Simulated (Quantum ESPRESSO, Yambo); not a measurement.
AuPO$_{4}$: DFT and GW levels

```
AuPO4
1.0
    3.87901    -2.82972     0.00000
    3.87901     2.82972     0.00000
   -0.99155     0.00000     7.69603
O P Au
8 2 2
Direct
  0.79282   0.24876   0.08920
  0.20718   0.75124   0.91080
  0.75124   0.20718   0.41080
  0.24876   0.79282   0.58920
  0.90387   0.76033   0.21525
  0.09613   0.23967   0.78475
  0.23967   0.09613   0.28475
  0.76033   0.90387   0.71525
  0.92495   0.07505   0.25000
  0.07505   0.92495   0.75000
  0.50000   0.00000   0.50000
  0.00000   0.50000   0.00000
```

The geometry is that of Materials Project entry mp-1095283, symmetrised and not relaxed again.

Starting point: PBEsol (Quantum ESPRESSO, PseudoDojo norm-conserving, 84 Ry, without SOC). G0W0 in Yambo: 2×2×2 Γ-centred k mesh, bands 9 to 262 and a 7 Ry block in the screening, 262 bands in G with the Bruneval-Gonze terminator, plasmon pole fitted at 27.2 eV.

The PBEsol gap along the band path is 1.80 eV. The PBEsol gap between the mesh's edge points ((-0.5, -0.5, 0) → (-0.5, -0.5, 0)) comes out as 1.80 eV. The G0W0 gap between the same points is 3.91 eV.

```
k point             band  E PBEsol (eV)  E QP (eV)  shift (eV)     Z
------------------  ----  -------------  ---------  ----------  ----
Γ                     VB          -0.02      -0.86       -0.85  0.80
Γ                     CB           1.90       3.29        1.38  0.81
(0, -0.5, 0)          VB          -0.28      -1.12       -0.84  0.79
(0, -0.5, 0)          CB           2.09       3.43        1.34  0.81
(0, -0.5, -0.5)       VB          -0.09      -0.92       -0.83  0.79
(0, -0.5, -0.5)       CB           2.03       3.35        1.32  0.81
(-0.5, -0.5, 0)       VB           0.00      -0.81       -0.81  0.79
(-0.5, -0.5, 0)       CB           1.80       3.09        1.29  0.81
(-0.5, -0.5, -0.5)    VB          -0.29      -1.11       -0.82  0.79
(-0.5, -0.5, -0.5)    CB           2.02       3.34        1.32  0.81
(0.5, 0, 0)           VB          -0.28      -1.12       -0.84  0.79
(0.5, 0, 0)           CB           2.09       3.43        1.34  0.81
(0.5, 0, 0.5)         VB          -0.09      -0.92       -0.83  0.79
(0.5, 0, 0.5)         CB           2.03       3.35        1.32  0.81
```

Energies count from the PBEsol valence-band maximum.

Nearest settings tried, and what they do to the gap: 176 bands in W, 176 bands in G: +18 meV; 6 Ry block (289 vectors against 363): -12 meV; 2×2×1 mesh: +71 meV. So the settings aren't converged at that level. The k mesh is coarse.

Spin-orbit coupling is left out, which matters for elements this heavy: edges can move by tenths of an eV.

The structure is a Materials Project entry; no match was found in the copy of COD used, and its stability was not checked.
